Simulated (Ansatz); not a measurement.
A geometry of InSe away from equilibrium: the start of the relaxation of a relaxed InSe cell displaced along its unstable phonon at q = (½, 0, 0) of its primitive reciprocal cell (68i cm⁻¹), largest move 0.15 Å. These are PBEsol (plane waves to 420 eV, PAW, scalar-relativistic; Ansatz, a program for electronic structure) values and carry that method's errors. Γ-centred k-mesh 9×9×9 on the run's cell (coarser than for final values), Fermi–Dirac smearing 0.05 eV.

```xyz
4
Lattice="0.0000 6.4649 6.4649 3.2324 0.0000 3.2324 3.2324 3.2324 0.0000" Properties=species:S:1:pos:R:3:forces:R:3 pbc="T T T" free_energy=-21900.259 pressure_GPa=0.2
In     1.5971     1.6353     1.6353    0.0563   -0.0563   -0.0563
In     1.6353     4.8296     4.8296   -0.0068    0.0068    0.0068
Se    -0.0866     0.0866     0.0866    0.0123   -0.0123   -0.0123
Se     3.3190     6.3783     3.1458   -0.0617    0.0617    0.0617
```

Positions in Å, forces in eV/Å, free energy of the cell in eV (comparable only within this code, potentials and settings). Largest force: 0.11 eV/Å, on Se4 (atoms numbered as listed); the geometry lies 0.12 eV/atom above the end of its relaxation.

No spin polarisation in the result.

The run could not lose the symmetry of its start.

Of the parent cell (F-43m (No. 216)): it is a generated cell of InSe: the first start was made by placing the elements on the sites of a structure type, and the end was not matched to a known phase here, so it may be hypothetical. Known forms of InSe include space group No. 194.

The first start was generated by placing the elements on the sites of a structure type. A measured structure of InSe has the same space group, R3m (No. 160); the sites were not compared with it. Another known form has space group No. 194.
